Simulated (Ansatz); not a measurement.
SiO₂:
```yaml
crystal:
  lattice:
    - [4.94947, 0.00000, 0.00000]
    - [-2.47474, 4.28637, 0.00000]
    - [0.00000, 0.00000, 5.44174]
  atoms:
    - { symbol: O, position: [0.41257, 0.26669, 0.21428] }
    - { symbol: O, position: [0.73331, 0.14588, 0.54761] }
    - { symbol: O, position: [0.85412, 0.58743, 0.88095] }
    - { symbol: O, position: [0.26669, 0.41257, 0.78572] }
    - { symbol: O, position: [0.14588, 0.73331, 0.45239] }
    - { symbol: O, position: [0.58743, 0.85412, 0.11905] }
    - { symbol: Si, position: [0.47048, 0.00000, 0.33333] }
    - { symbol: Si, position: [0.00000, 0.47048, 0.66667] }
    - { symbol: Si, position: [0.52952, 0.52952, 0.00000] }
```

Cartesian axes are those of the cell as given.

Question: Give the proper piezoelectric stress tensor with relaxed ions from the program Ansatz at the PBEsol level (PAW).

Answer: In C/m², rows x, y, z, Voigt columns; mesh uncertainty up to 0.00.
```
 0.17  -0.17   0.00  -0.04   0.00   0.00
 0.00   0.00   0.00   0.00   0.04  -0.17
 0.00   0.00   0.00   0.00   0.00   0.00
```

The elastic tensor of the same run (GPa):

```
 75.9    4.6    8.3  -17.7    0.0    0.0
  4.6   75.9    8.3   17.7    0.0    0.0
  8.3    8.3   93.1    0.0    0.0    0.0
-17.7   17.7    0.0   53.2    0.0    0.0
  0.0    0.0    0.0    0.0   53.2  -17.7
  0.0    0.0    0.0    0.0  -17.7   35.7
```

Question: Convert to strain constants d = e·S.

Answer: In pC/N:
```
 2.6  -2.6   0.0   0.9   0.0   0.0
 0.0   0.0   0.0   0.0  -0.9  -5.1
 0.0   0.0   0.0   0.0   0.0   0.0
```

Space group P3_121. The cell was relaxed with PBEsol under the symmetry of its start. Signs of piezoelectric constants follow the polarity of the cell as given.

Potentials: the later of the program's two PAW sets.
